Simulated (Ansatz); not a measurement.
This cell of CoSi2 (fluorite type, space group Fm-3m) is off equilibrium:

```xyz
3
Lattice="0.0000 2.6573 2.6573 2.6573 0.0000 2.6573 2.6573 2.6573 0.0000" Properties=species:S:1:pos:R:3 pbc="T T T"
Co     0.0531    -0.0531    -0.0531
Si     1.3287     1.3287     1.3287
Si     3.9860     3.9860     3.9860
```

All values below come from r2SCAN (plane waves to 500 eV, PAW, scalar-relativistic; Ansatz, a first-principles code). k mesh 12×12×12 (Γ-centred), Fermi-Dirac smearing 0.05 eV. E stands for the smeared free energy. Compression counts positive. With partly filled bands, energies and forces of such displacements shift with the k mesh and the smearing. CoSi2 is run without spin polarisation. CoSi2 was relaxed with its symmetry unable to fall. The PAW data are Ansatz's earlier set.

Problem. What forces act on the atoms (eV/Å, Cartesian)?

Solution. 
```tsv
atom	Fx	Fy	Fz
Co1	-0.692	0.692	0.692
Si2	0.409	-0.409	-0.409
Si3	0.282	-0.282	-0.282
```

Problem. What is the stress tensor (GPa)?

Solution. 
```
    0.7     -0.5     -0.5
   -0.5      0.7      0.5
   -0.5      0.5      0.7
```
The pressure, a third of the trace, is 0.7 GPa.

Problem. In it atom 1 sits (0.053, -0.053, -0.053) Å away from its relaxed site. What is its energy relative to the relaxed cell?

Solution. 55 meV/cell.

(A displaced cell: forces are minus the slopes of the energy, force constants its curvatures, and phonons follow from these.)
